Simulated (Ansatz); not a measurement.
Input:

ZrTa:
Space group Cmcm (No. 63); a = 2.955 Å, b = 11.456 Å, c = 4.904 Å, α = 90.00°, β = 90.00°, γ = 90.00°

```
atom  site  symmetry       x       y       z
----  ----  --------  ------  ------  ------
Zr      4c       m2m  0.0000  0.3214  0.2500
Ta      4c       m2m  0.0000  0.0646  0.2500
```
(The calculation used a cell of 4 atoms; values per cell refer to that cell.)

This is the PBE-relaxed structure.

### Question
All from PBE (plane waves, PAW; program Ansatz), unless another level is named. Give the formation energy from the elements (no fitted shifts).

### Answer
0.19 eV/atom.

### Question
Next, the density of states at the Fermi level?

### Answer
1.1 states/eV per atom (mean over ±0.08 eV).

The start of the workflow was typed in or built on a structure type; neither database checked (COD, Materials Project) lists it. Whether it is the stable phase at ambient conditions was not checked. The PBE relaxation kept the symmetry of its start; whether a distortion lowers the energy is not shown. No spin polarisation was allowed. Its formation energy is positive at this level, so the cell may be metastable or incomplete. Axis ratios of metals converge slowly with the k-mesh, so a and c are less sure than the volume. The references are the lowest solids computed at this level, not always the standard phases. Scalar-relativistic: spin–orbit coupling is off unless named, which matters more the heavier the elements.

Potentials: the later of the program's two PAW sets.
